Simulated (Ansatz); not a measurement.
Given:

Starting cell, GaAs (zinc blende):

```
CELL_PARAMETERS angstrom
      0.00000     5.74607     5.74607
      2.87304     0.00000     2.87304
      2.87304     2.87304     0.00000
ATOMIC_POSITIONS crystal
  As 0.37500 0.75000 0.75000
  As 0.87500 0.75000 0.75000
  Ga 0.00000 0.00000 0.00000
  Ga 0.50000 0.00000 0.00000
```

The atoms are displaced by Q × the pattern below (from a DFPT mode at L = (0.5, 0.0, 0.0), largest move 1; Q in Å), at fixed cell. It is one choice among 2 degenerate patterns. (q is in reciprocal vectors of the primitive cell; the cell shown is doubled to hold the pattern.)

```csv
atom,x,y,z
As1,0.267,-0.486,0.753
As2,-0.267,0.486,-0.753
Ga3,-0.285,0.520,-0.805
Ga4,0.285,-0.520,0.805
```

The numbers are results of PBE (plane waves to 420 eV, PAW, scalar-relativistic; Ansatz, an electronic-structure program), not measurements. k mesh 5×10×10 (Γ-centred), Fermi-Dirac smearing 0.05 eV. Energies are smeared free energies. GaAs was relaxed with its symmetry unable to fall. The PAW data are Ansatz's earlier set. The zero of ΔE is the undisplaced structure.

The scan covers Q from -0.180 to 0.180 Å in 13 points.

Task: Is this a single well or a double well?

Result: A single well with its minimum at or next to zero displacement.

Task: Which space group does the distorted structure have?

Result: P1 (No. 1), lowered from F-43m.

Task: What is the energy change at Q = 0.180 Å?

Result: 59.0 meV/cell.

Task: What harmonic wavenumber does the curvature at Q = 0 give?

Result: 60 cm⁻¹.

(For displaced atoms, the force is minus the slope of the energy, and its curvature is a force constant, which sets phonon frequencies.)
